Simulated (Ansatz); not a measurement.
Nb (bcc, W type)

```yaml
crystal:
  lattice:
    - [-1.65481, 1.65481, 1.65481]
    - [1.65481, -1.65481, 1.65481]
    - [1.65481, 1.65481, -1.65481]
  atoms:
    - { symbol: Nb, position: [0.00000, 0.00000, 0.00000] }
```

The slice is a {211} plane (indices of the conventional cell) through the point (0.000, 0.000, 0.000) (fractional), spanned by u = [111] and v = [1 0 -1] in vectors of this cell: u (2.87 Å) and v (4.68 Å, at 90° to u). It covers one period; positions are fractions (u, v).

These are PBE (plane waves to 420 eV, PAW, scalar-relativistic; Ansatz, a program for electronic structure) values and carry that method's errors. k mesh 20×20×20. Inside the PAW spheres the values are not all-electron values, and peaks at nuclei hang on which shells count as valence. Nb is run without spin polarisation. Nb was relaxed with its symmetry unable to fall.

Three fields on this plane, each scaled to ten steps between its own extremes (0 low, 9 high; the total valence density on a logarithmic scale, the potential cut 8 eV below its top; x marks points blanked near nuclei; v = 0 in the bottom row):

Map A
```
|xxxxxx312213xxxxx|
|xxxxxx212212xxxxx|
|xxxxxx013310xxxxx|
|xxxxx00255200xxxx|
|xxxx0014774100xxx|
|33100137997310013|
|00012468998642100|
|22345678998765432|
|66666777777776666|
|88776665555666778|
|87765444444445677|
|76543333333333456|
|55432222222222345|
|55432222222222345|
|55432222222222345|
|76543333333333456|
|87765444444445677|
|88776665555666778|
|66666777777776666|
|22345678998765432|
|00012468998642100|
|33100137997310013|
|xxxx0014774100xxx|
|xxxxx00255200xxxx|
|xxxxxx013310xxxxx|
|xxxxxx212212xxxxx|
|xxxxxx312213xxxxx|
|xxxxxx411114xxxxx|
```

Map B
```
|xxxxxx014410xxxxx|
|xxxxxx025520xxxxx|
|xxxxxx046640xxxxx|
|xxxxx03677630xxxx|
|xxxx0257887520xxx|
|00002579999752000|
|12346789999876432|
|66677899999987766|
|88888889999888888|
|99988888888888899|
|99988776666778899|
|99887665555667889|
|99876655445566789|
|99876554444556789|
|99876655445566789|
|99887665555667889|
|99988776666778899|
|99988888888888899|
|88888889999888888|
|66677899999987766|
|12346789999876432|
|00002579999752000|
|xxxx0257887520xxx|
|xxxxx03677630xxxx|
|xxxxxx046640xxxxx|
|xxxxxx025520xxxxx|
|xxxxxx014410xxxxx|
|xxxxxx014410xxxxx|
```

Map C
```
|xxxxxx943349xxxxx|
|xxxxxx742247xxxxx|
|xxxxxx531135xxxxx|
|xxxxx73211237xxxx|
|xxxx7421001247xxx|
|99753210000123579|
|44321100000011234|
|22111000000001112|
|11100000000000011|
|00000111111110000|
|00001111111111000|
|00001122222211000|
|00001222222221000|
|00001222332221000|
|00001222222221000|
|00001122222211000|
|00001111111111000|
|00000111111110000|
|11100000000000011|
|22111000000001112|
|44321100000011234|
|99753210000123579|
|xxxx7421001247xxx|
|xxxxx73211237xxxx|
|xxxxxx531135xxxxx|
|xxxxxx742247xxxxx|
|xxxxxx943349xxxxx|
|xxxxxx953359xxxxx|
```

**Question.** Assign the maps to these fields: electron localisation function (ELF); valence electron density; electrostatic potential energy of an electron, from the cell's mean.

**Answer.** A is the electron localisation function (ELF); B is the electrostatic potential energy of an electron, from the cell's mean; C is the valence electron density.
